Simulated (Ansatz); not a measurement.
**SiO₂: field gradients at two levels of theory**

Cell: a structure deposited in the COD, its atoms then relaxed with PBE in this cell.

```cif
data_SiO2
_symmetry_space_group_name_H-M 'P4_2/mnm'
_symmetry_Int_Tables_number 136
_cell_length_a 4.1667
_cell_length_b 4.1667
_cell_length_c 2.6645
_cell_angle_alpha 90.000
_cell_angle_beta 90.000
_cell_angle_gamma 90.000
loop_
_atom_site_label
_atom_site_type_symbol
_atom_site_symmetry_multiplicity
_atom_site_Wyckoff_symbol
_atom_site_fract_x
_atom_site_fract_y
_atom_site_fract_z
Si Si 2 a 0.0000 0.0000 0.0000
O O 4 f 0.3053 0.3053 0.0000
```

One atom of each set is listed.

First run. Computed with Ansatz: DFT, PBE, plane waves and PAW, scalar-relativistic, 420 eV cutoff, Γ-centred 7×7×11 k-points, Fermi–Dirac smearing 0.02 eV.

```json
{"site": "Si", "V_zz (10²¹ V/m²)": "1.56", "η": "0.62"}
{"site": "O", "V_zz (10²¹ V/m²)": "-11.10", "η": "0.17"}
```

Second run. The same atoms and settings, except that the functional is LDA.

Problem. Given the first result, estimate the second.

Solution. 

```tsv
site	V_zz	η	change of V_zz
Si	1.54	0.63	-0.02
O	-10.82	0.16	+0.28
```

The largest change of V_zz is on O, from -11.10 to -10.82. In per cent, |V_zz| changes by -1 on Si, -2 on O (all sites that start above 0.5).

For the first run: At this cell the PBE pressure is 13 GPa, so with PBE the cell would grow if it were relaxed. The entry's cell may itself be off.
